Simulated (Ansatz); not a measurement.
# InSb, a database entry at a rescaled volume

```xyz
2
Lattice="0.0000 3.2919 3.2919 3.2919 0.0000 3.2919 3.2919 3.2919 0.0000" Properties=species:S:1:pos:R:3 pbc="T T T"
Sb    1.6459    1.6459    1.6459
In    0.0000    0.0000    0.0000
```

The numbers come from plane-wave PAW DFT (Ansatz): r2SCAN, no spin polarisation, 500 eV, 9×9×9 Γ-centred k points, fermi-dirac occupations (width 0.1 eV). Nothing was relaxed.

Q: What is the formation energy?

A: -0.25 eV an atom against the elements' usual phases (free molecules for gases, crystals otherwise, with no correction for O₂ or N₂), so it is bound against them; other compounds may still compete. Relaxing would lower it.

Q: Is the cell too large or too small?

A: The pressure is -0.5 GPa (compression positive), so with the atoms held at these fractions the cell would first shrink.

Q: Are the atoms at rest?

A: The forces vanish by the symmetry of the sites.

Q: Give the Bader charges.

A: Bader charges in e: In +0.53, Sb -0.53. In the mean In gives up most and Sb takes most.

Q: What do density and ELF say about some of the short contacts?

A: Sb–In at 2.85 Å: least valence density 0.34 e/Å³ and ELF 0.56 there. Both are smooth PAW fields, read partly inside the augmentation spheres.

Q: Metal or insulator?

A: It is a semimetal on this mesh, with about 0.002 states/eV a cell as the mean within 0.25 eV of the Fermi level.

Origin: a database entry at a rescaled volume.
